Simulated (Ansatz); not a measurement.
Rb2ScTlCl6 (Fm-3m), kick along a soft mode, then relaxed

These are results of DFT PBEsol, scalar-relativistic, plane waves, PAW in Ansatz 0.2.0, not measurements. Cutoff 420 eV, Γ-centred 4×4×4 k-points, Gaussian smearing of 0.05 eV. Spin–orbit coupling is left out, which can shift energies with elements as heavy as these. No spin polarisation. Energies are free energies at this smearing, counted from the undisturbed cell; pressure is positive in compression.

The starting cell (relaxed at this level; it needn't be the usual structure):

```
Rb Sc Tl Cl
1.0
     0.00000    5.44340    5.44340
     5.44340    0.00000    5.44340
     5.44340    5.44340    0.00000
Rb Sc Tl Cl
2 1 1 6
Direct
  0.75000 0.75000 0.75000
  0.25000 0.25000 0.25000
  0.00000 0.00000 0.00000
  0.50000 0.50000 0.50000
  0.77366 0.22634 0.22634
  0.22634 0.22634 0.77366
  0.22634 0.77366 0.77366
  0.22634 0.77366 0.22634
  0.77366 0.22634 0.77366
  0.77366 0.77366 0.22634
```

The atoms are moved along a zone-centre mode of 57i cm⁻¹ (Å):

```tsv
atom	ux	uy	uz
Rb1	0.000	0.000	0.000
Rb2	0.000	0.000	0.000
Sc3	0.000	0.000	0.000
Tl4	0.000	0.000	0.000
Cl5	0.000	0.000	0.000
Cl6	0.000	-0.150	0.000
Cl7	0.000	0.000	0.000
Cl8	0.000	0.000	0.150
Cl9	0.000	0.000	-0.150
Cl10	0.000	0.150	0.000
```

Cell and atoms are then relaxed.

Does the relaxation return to the undisturbed structure?

No. It ends 28.1 meV/atom below it. The final space group reads I4/m (tolerance 0.01 Å) and the volume changes by -4.15 %.

Final structure:

```
Rb Sc Tl Cl
1.0
     0.00000    5.28336    5.28336
     5.53822    0.00000    5.28336
     5.53822    5.28336    0.00000
Rb Sc Tl Cl
2 1 1 6
Cartesian
  8.3073 7.9250 7.9250
  2.7691 2.6417 2.6417
  5.5382 5.2834 10.5667
  5.5382 5.2834 5.2834
  2.4866 5.2834 5.2834
  5.5382 4.4711 2.3346
  8.5899 5.2834 5.2834
  5.5382 2.3346 6.0956
  5.5382 8.2321 4.4711
  5.5382 6.0956 8.2321
```

The relaxation, step by step (energy from the first step; small jumps at an unchanged geometry come where the plane waves are selected anew for the new cell):

| step | ΔE (meV/atom) | largest force component (eV/Å) | pressure (GPa) |
| --- | --- | --- | --- |
| 1 | 0.0 | 0.059 | -0.07 |
| 2 | -0.8 | 0.071 | -0.02 |
| 3 | -1.9 | 0.083 | -0.03 |
| 4 | -10.0 | 0.112 | -0.19 |
| 5 | -13.2 | 0.129 | -0.05 |
| 6 | -22.3 | 0.092 | 0.03 |
| 7 | -25.6 | 0.106 | -0.14 |
| 8 | -26.3 | 0.016 | 0.02 |
| 9 | -26.3 | 0.002 | 0.00 |
| 10 | -26.3 | 0.002 | 0.00 |

Frames along the relaxation (Å, eV/Å):

```xyz
10
Lattice="0.000 5.443 5.443 5.443 0.000 5.443 5.443 5.443 0.000" Properties=species:S:1:pos:R:3:forces:R:3 pbc="T T T" step=1
Rb    8.165    8.165    8.165    0.000    0.000    0.000
Rb    2.722    2.722    2.722    0.000    0.000    0.000
Sc    0.000    0.000    0.000    0.000    0.000    0.000
Tl    5.443    5.443    5.443    0.000    0.000    0.000
Cl    2.464    5.443    5.443   -0.013    0.000    0.000
Cl    5.443    5.293    2.464    0.000   -0.059   -0.030
Cl    8.423    5.443    5.443    0.013    0.000    0.000
Cl    5.443    2.464    5.593    0.000   -0.030    0.059
Cl    5.443    8.423    5.293    0.000    0.030   -0.059
Cl    5.443    5.593    8.423    0.000    0.059    0.030
10
Lattice="0.000 5.439 5.439 5.445 0.000 5.439 5.445 5.439 0.000" Properties=species:S:1:pos:R:3:forces:R:3 pbc="T T T" step=2
Rb    8.168    8.158    8.158    0.000    0.000    0.000
Rb    2.723    2.719    2.719    0.000    0.000    0.000
Sc    0.000    0.000    0.000    0.000    0.000    0.000
Tl    5.445    5.439    5.439    0.000    0.000    0.000
Cl    2.463    5.439    5.439    0.011    0.000    0.000
Cl    5.445    5.260    2.459    0.000   -0.071    0.004
Cl    8.427    5.439    5.439   -0.011    0.000    0.000
Cl    5.445    2.459    5.618    0.000    0.004    0.071
Cl    5.445    8.419    5.260    0.000   -0.004   -0.071
Cl    5.445    5.618    8.419    0.000    0.071   -0.004
10
Lattice="0.000 5.435 5.435 5.447 0.000 5.435 5.447 5.435 0.000" Properties=species:S:1:pos:R:3:forces:R:3 pbc="T T T" step=3
Rb    8.170    8.152    8.152    0.000    0.000    0.000
Rb    2.723    2.717    2.717    0.000    0.000    0.000
Sc    0.000    0.000    0.000    0.000    0.000    0.000
Tl    5.447    5.435    5.435    0.000    0.000    0.000
Cl    2.464    5.435    5.435   -0.001    0.000    0.000
Cl    5.447    5.222    2.457    0.000   -0.083   -0.006
Cl    8.429    5.435    5.435    0.001    0.000    0.000
Cl    5.447    2.457    5.648    0.000   -0.006    0.083
Cl    5.447    8.413    5.222    0.000    0.006   -0.083
Cl    5.447    5.648    8.413    0.000    0.083    0.006
10
Lattice="0.000 5.413 5.413 5.452 0.000 5.413 5.452 5.413 0.000" Properties=species:S:1:pos:R:3:forces:R:3 pbc="T T T" step=4
Rb    8.179    8.120    8.120    0.000    0.000    0.000
Rb    2.726    2.707    2.707    0.000    0.000    0.000
Sc    0.000    0.000    0.000    0.000    0.000    0.000
Tl    5.452    5.413    5.413    0.000    0.000    0.000
Cl    2.472    5.413    5.413   -0.089    0.000    0.000
Cl    5.452    5.007    2.446    0.000   -0.112   -0.106
Cl    8.433    5.413    5.413    0.089    0.000    0.000
Cl    5.452    2.446    5.819    0.000   -0.106    0.112
Cl    5.452    8.380    5.007    0.000    0.106   -0.112
Cl    5.452    5.819    8.380    0.000    0.112    0.106
10
Lattice="0.000 5.402 5.402 5.464 0.000 5.402 5.464 5.402 0.000" Properties=species:S:1:pos:R:3:forces:R:3 pbc="T T T" step=5
Rb    8.195    8.102    8.102    0.000    0.000    0.000
Rb    2.732    2.701    2.701    0.000    0.000    0.000
Sc    0.000    0.000    0.000    0.000    0.000    0.000
Tl    5.464    5.402    5.402    0.000    0.000    0.000
Cl    2.463    5.402    5.402    0.041    0.000    0.000
Cl    5.464    4.938    2.424    0.000   -0.129    0.022
Cl    8.464    5.402    5.402   -0.041    0.000    0.000
Cl    5.464    2.424    5.865    0.000    0.022    0.129
Cl    5.464    8.379    4.938    0.000   -0.022   -0.129
Cl    5.464    5.865    8.379    0.000    0.129   -0.022
10
Lattice="0.000 5.355 5.355 5.469 0.000 5.355 5.469 5.355 0.000" Properties=species:S:1:pos:R:3:forces:R:3 pbc="T T T" step=6
Rb    8.203    8.032    8.032    0.000    0.000    0.000
Rb    2.734    2.677    2.677    0.000    0.000    0.000
Sc    0.000    0.000    0.000    0.000    0.000    0.000
Tl    5.469    5.355    5.355    0.000    0.000    0.000
Cl    2.462    5.355    5.355    0.061    0.000    0.000
Cl    5.469    4.704    2.386    0.000   -0.092    0.015
Cl    8.476    5.355    5.355   -0.061    0.000    0.000
Cl    5.469    2.386    6.005    0.000    0.015    0.092
Cl    5.469    8.324    4.704    0.000   -0.015   -0.092
Cl    5.469    6.005    8.324    0.000    0.092   -0.015
10
Lattice="0.000 5.304 5.304 5.508 0.000 5.304 5.508 5.304 0.000" Properties=species:S:1:pos:R:3:forces:R:3 pbc="T T T" step=7
Rb    8.262    7.955    7.955    0.000    0.000    0.000
Rb    2.754    2.652    2.652    0.000    0.000    0.000
Sc    0.000    0.000    0.000    0.000    0.000    0.000
Tl    5.508    5.304    5.304    0.000    0.000    0.000
Cl    2.473    5.304    5.304    0.007    0.000    0.000
Cl    5.508    4.470    2.348    0.000    0.063   -0.106
Cl    8.543    5.304    5.304   -0.007    0.000    0.000
Cl    5.508    2.348    6.138    0.000   -0.106   -0.063
Cl    5.508    8.259    4.470    0.000    0.106    0.063
Cl    5.508    6.138    8.259    0.000   -0.063    0.106
10
Lattice="0.000 5.282 5.282 5.539 0.000 5.282 5.539 5.282 0.000" Properties=species:S:1:pos:R:3:forces:R:3 pbc="T T T" step=8
Rb    8.308    7.922    7.922    0.000    0.000    0.000
Rb    2.769    2.641    2.641    0.000    0.000    0.000
Sc    0.000    0.000    0.000    0.000    0.000    0.000
Tl    5.539    5.282    5.282    0.000    0.000    0.000
Cl    2.484    5.282    5.282    0.016    0.000    0.000
Cl    5.539    4.469    2.335    0.000    0.001   -0.005
Cl    8.593    5.282    5.282   -0.016    0.000    0.000
Cl    5.539    2.335    6.094    0.000   -0.005   -0.001
Cl    5.539    8.228    4.469    0.000    0.005    0.001
Cl    5.539    6.094    8.228    0.000   -0.001    0.005
10
Lattice="0.000 5.283 5.283 5.538 0.000 5.283 5.538 5.283 0.000" Properties=species:S:1:pos:R:3:forces:R:3 pbc="T T T" step=9
Rb    8.307    7.925    7.925    0.000    0.000    0.000
Rb    2.769    2.642    2.642    0.000    0.000    0.000
Sc    0.000    0.000    0.000    0.000    0.000    0.000
Tl    5.538    5.283    5.283    0.000    0.000    0.000
Cl    2.487    5.283    5.283    0.002    0.000    0.000
Cl    5.538    4.471    2.335    0.000    0.000   -0.001
Cl    8.590    5.283    5.283   -0.002    0.000    0.000
Cl    5.538    2.335    6.096    0.000   -0.001    0.000
Cl    5.538    8.232    4.471    0.000    0.001    0.000
Cl    5.538    6.096    8.232    0.000    0.000    0.001
10
Lattice="0.000 5.283 5.283 5.538 0.000 5.283 5.538 5.283 0.000" Properties=species:S:1:pos:R:3:forces:R:3 pbc="T T T" step=10
Rb    8.307    7.925    7.925    0.000    0.000    0.000
Rb    2.769    2.642    2.642    0.000    0.000    0.000
Sc    0.000    0.000    0.000    0.000    0.000    0.000
Tl    5.538    5.283    5.283    0.000    0.000    0.000
Cl    2.487    5.283    5.283    0.002    0.000    0.000
Cl    5.538    4.471    2.335    0.000    0.000   -0.001
Cl    8.590    5.283    5.283   -0.002    0.000    0.000
Cl    5.538    2.335    6.096    0.000   -0.001    0.000
Cl    5.538    8.232    4.471    0.000    0.001    0.000
Cl    5.538    6.096    8.232    0.000    0.000    0.001
```

Cost: 1 run of about 1.8 core-minutes, on Intel Xeon Platinum 8488C (Sapphire Rapids) (shared hosts).